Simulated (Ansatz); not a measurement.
Cs$_{2}$NiO$_{2}$ in space group I4/mmm (No. 139; Cs on 4e, Ni on 2a, O on 4e), plane-wave PAW r²SCAN (Ansatz code), all energies at zero smearing, with the estimated change up to a 700 eV cutoff added, with one set of potentials and settings (totals compare only within such a set). Cell of 5 atoms (2 Cs, 1 Ni, 2 O): -18355.637 eV.

```csv
element,reference phase,E (eV/atom)
Cs,"Im-3m, 1 atoms in the cell",-5685.9274
Ni,"Fm-3m, 1 atoms in the cell, spin-polarised",-5845.2912
O,"C2/m, 4 atoms in the cell, spin-polarised",-566.0281
```

Formation energy per atom, worked out: (-18355.637 − 2×(-5685.9274) − 1×(-5845.2912) − 2×(-566.0281))/5 = -1.287 eV/atom (-124 kJ per mol of atoms), at 0 K, without zero-point energy or fitted corrections.

The first step of the workflow began from a Materials Project structure, measured or hypothetical; the Crystallography Open Database copy checked does not list it. Whether it is the stable phase at ambient conditions was not checked. The cell was relaxed with r²SCAN under the symmetry of its start; its stability against distortions is not shown here. Magnetic state: ferromagnetic, the only order run, not a proven ground state. The cell computed holds one magnetic atom, so no antiferromagnetic order was within reach. Other orbital occupations within this spin state were not tried. No Hubbard U is applied. The references are the lowest solids computed at this level, not always the standard phases (solids in place of the gases). Scalar-relativistic: spin–orbit coupling is off unless named, which matters more the heavier the elements.

Potentials: the later of the program's two PAW sets.
